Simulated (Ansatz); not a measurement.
A scan (energy against volume; even scaling of the relaxed cell, symmetry kept) gave these values. Computed with r2SCAN (plane waves to 500 eV, PAW, scalar-relativistic; Ansatz, a quantum-chemistry and plane-wave program).

The bulk modulus B₀ (third-order Birch-Murnaghan fit) is 65.2 GPa, the pressure derivative B₀′ (fit) is 4.4 and the equilibrium volume of the fit comes out as 22.74 Å³/atom.

Q: Of these crystals, all scanned alike, which one is it?
A) CdSe (zinc blende)
B) ZnSe (zinc blende)
C) Nb (bcc, W type)

A: B, ZnSe (zinc blende). The others have, for the bulk modulus: Nb 174 GPa, CdSe 51.5 GPa

All were relaxed with their symmetry unable to fall. Nb is run without spin polarisation. The PAW data are Ansatz's earlier set.

(Under strain, the slope of the energy per volume gives the stress and its curvature an elastic modulus.)
